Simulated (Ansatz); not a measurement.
# Notes on Ba3Cu2N8

```yaml
crystal:
  lattice:
    - [5.84565, 0.00000, 0.00000]
    - [-2.92282, 5.06248, 0.00000]
    - [-2.92282, 1.68749, 7.31682]
  atoms:
    - { symbol: Ba, position: [0.00000, 0.00000, 0.00000] }
    - { symbol: Cu, position: [0.40708, 0.59292, 0.22124] }
    - { symbol: Cu, position: [0.59292, 0.40708, 0.77876] }
    - { symbol: Ba, position: [0.20692, 0.79308, 0.62076] }
    - { symbol: Ba, position: [0.79308, 0.20692, 0.37924] }
    - { symbol: N, position: [0.72713, 0.75812, 0.69614] }
    - { symbol: N, position: [0.24188, 0.27287, 0.69614] }
    - { symbol: N, position: [0.72713, 0.27287, 0.69614] }
    - { symbol: N, position: [0.75812, 0.72713, 0.30386] }
    - { symbol: N, position: [0.27287, 0.24188, 0.30386] }
    - { symbol: N, position: [0.27287, 0.72713, 0.30386] }
    - { symbol: N, position: [0.32914, 0.67086, 0.98742] }
    - { symbol: N, position: [0.67086, 0.32914, 0.01258] }
```

The numbers come from plane-wave PAW DFT (Ansatz): r2SCAN, no spin polarisation, 500 eV, 7×7×7 Γ-centred k points, fermi-dirac occupations (width 0.0105 eV). Nothing was relaxed.

(1) Is the cell too large or too small?

(2) Metal or insulator?

(3) What is the formation energy?

(4) Which atom feels the largest force, and which way?

Origin: a known structure type with other elements, at an estimated volume, so it need not be a known compound. Caveats: many states at the Fermi level without spin polarisation, so a magnetic state may lie lower.

Results:

(1) The pressure is -1.2 GPa (compression positive), so with the atoms held at these fractions the cell would first shrink. The principal stresses -2.0, -2.0, 0.3 GPa differ, so its shape would change too.

(2) It is a metal, with about 19 states/eV a cell as the mean within 0.25 eV of the Fermi level, mostly N p (92 %).

(3) 1.22 eV an atom against the elements' usual phases (free molecules for gases, crystals otherwise, with no correction for O₂ or N₂), so at this geometry it isn't bound against them. Relaxing would lower it.

(4) The largest is on N6 (and as large on other atoms): 0.55 eV/Å, components (0.00, 0.38, -0.40). It makes 154° with the line to a nearest neighbour, Cu3 at 1.75 Å, pointing away from it.
